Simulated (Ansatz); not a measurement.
CO2 with Se replacing O: gradients before and after relaxing the atoms

Start: a supercell of CO2 (space group Pa-3) built from a Materials Project structure (computed, not necessarily an observed phase), with all atoms left at the host's positions.

```cif
data_C16SeO31
_symmetry_space_group_name_H-M 'R3:H'
_symmetry_Int_Tables_number 146
_cell_length_a 15.5481
_cell_length_b 15.5481
_cell_length_c 9.5212
_cell_angle_alpha 90.000
_cell_angle_beta 90.000
_cell_angle_gamma 120.000
loop_
_atom_site_label
_atom_site_type_symbol
_atom_site_symmetry_multiplicity
_atom_site_Wyckoff_symbol
_atom_site_fract_x
_atom_site_fract_y
_atom_site_fract_z
C1 C 3 a 0.0000 0.0000 0.0000
C2 C 9 b 0.6667 0.8333 0.3333
C5 C 9 b 0.9167 0.8333 0.3333
C6 C 9 b 0.9167 0.3333 0.3333
C7 C 9 b 0.0833 0.1667 0.6667
C8 C 9 b 0.4167 0.3333 0.3333
Se Se 3 a 0.0000 0.0000 0.1225
O18 O 9 b 0.6667 0.8333 0.4559
O21 O 9 b 0.0016 0.1258 0.6258
O22 O 9 b 0.3350 0.2925 0.2925
O23 O 9 b 0.8350 0.7925 0.2925
O24 O 9 b 0.8350 0.2925 0.2925
O33 O 3 a 0.0000 0.0000 0.8775
O34 O 9 b 0.3333 0.1667 0.5441
O37 O 9 b 0.9984 0.8742 0.3742
O38 O 9 b 0.9984 0.3742 0.3742
O39 O 9 b 0.1650 0.2075 0.7075
O40 O 9 b 0.4984 0.3742 0.3742
```

One atom of each set is listed; the run and its k-mesh use a cell of 48 atoms with edges of 9.52, 9.52, 9.52 Å.

The numbers come from a DFT calculation in Ansatz (PBE, plane waves and PAW, scalar-relativistic, 420 eV cutoff, Γ-centred 3×3×3 k-points, Fermi–Dirac smearing 0.01 eV).

The largest force at the start is 85 eV/Å. Relaxing the ions at fixed cell moves them by 0.374 Å at most (atom 1, C) and 0.150 Å rms.

| site | moved (Å) | first shell before | first shell after | V_zz before (10²¹ V/m²) | η before |
| --- | --- | --- | --- | --- | --- |
| C1 | 0.374 | 1 Se at 1.17 Å, 1 O at 1.17 Å, angle 180° | 1 O at 1.17 Å, 1 Se at 1.70 Å, angle 180° | 1.30 | 0.00 |
| C5 | 0.218 | 2 O at 1.17 Å, angle 180° | 2 O at 1.17 Å, angle 179° | -2.94 | 0.01 |
| C7 | 0.068 | 2 O at 1.17 Å, angle 180° | 2 O at 1.17 Å, angle 180° | -2.95 | 0.01 |
| Se | 0.155 | 1 C at 1.17 Å | 1 C at 1.70 Å | -47.0 | 0.00 |
| O21 | 0.157 | 1 C at 1.17 Å | 1 C at 1.17 Å | 7.17 | 0.04 |
| O33 | 0.373 | 1 C at 1.17 Å | 1 C at 1.17 Å | 5.46 | 0.00 |
| O37 | 0.230 | 1 C at 1.17 Å | 1 C at 1.17 Å | 7.13 | 0.00 |
| O38 | 0.058 | 1 C at 1.17 Å | 1 C at 1.17 Å | 7.14 | 0.01 |
| O39 | 0.046 | 1 C at 1.17 Å | 1 C at 1.17 Å | 7.17 | 0.03 |
| O40 | 0.186 | 1 C at 1.17 Å | 1 C at 1.17 Å | 7.18 | 0.02 |

(1) How do the gradients change?

Answers

(1) 

```csv
site,V_zz after,η after,change of V_zz
C1,-3.38,0.00,-4.68
C5,-2.94,0.02,0.00
C7,-2.93,0.01,+0.02
Se,47.0,0.00,+93.93
O21,7.24,0.02,+0.07
O33,2.77,0.00,-2.69
O37,7.30,0.05,+0.17
O38,7.20,0.03,+0.06
O39,7.18,0.02,+0.01
O40,6.99,0.01,-0.19
```

The largest change of V_zz is on Se, from -47.0 to 47.0. In per cent, |V_zz| changes by 0 on C, -49 to +2 on O (all sites that start above 0.5, bar those whose gradient vanishes or changes sign or whose main axis turns by over 40°). V_zz changes sign on Se (same axis), C1 (same axis). The table leaves out 8 of the 18 sites, with |V_zz| up to 7.28; their tensors move by 0.79 at most along any direction. The statements above cover all sites. The host's own positions weren't relaxed first, so part of the change far from the defect can be the host's relaxation.

The defect repeats with the cell of 48 atoms, so it feels its images: sites between two images don't show the values beside a lone defect, and zeros or small values of η there can come from the images' arrangement. C and O carry a gradient in the pure host already, so the values there aren't the defect's effect alone.
Before: The cell keeps the host's lattice, where the PBE pressure is 11 GPa. The neighbours have not yet relaxed around the defect (largest force 85 eV/Å), so the values at and beside it are those of a strained start, not of the defect in a real crystal.
After: The relaxation keeps the site symmetry 3 of the start, so the impurity can move only along its axis; a start off the site could end lower.
